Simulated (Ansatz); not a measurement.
ScCo (CsCl type, Pm-3m), plane-wave PAW PBE (Ansatz code), all energies at zero smearing, with the estimated change up to a 700 eV cutoff added, with one set of potentials and settings (totals compare only within such a set). Cell of 2 atoms (1 Co, 1 Sc): -7262.679 eV.

```csv
element,reference phase,E (eV/atom)
Co,"P6_3/mmc, 2 atoms in the cell, spin-polarised",-5126.1559
Sc,"P6_3/mmc, 2 atoms in the cell",-2135.8097
```

Formation energy per atom, worked out: (-7262.679 − 1×(-5126.1559) − 1×(-2135.8097))/2 = -0.357 eV/atom (-34 kJ per mol of atoms), at 0 K, without zero-point energy or fitted corrections.

The workflow started from an entry of the Crystallography Open Database (COD). Its standing as an ambient phase is unchecked. The PBE relaxation kept the symmetry of its start; its stability against distortions is not shown here. The workflow began spin-polarised and lost its moments. The references are the lowest solids computed at this level, not always the standard phases.

Potentials: the later of the program's two PAW sets.
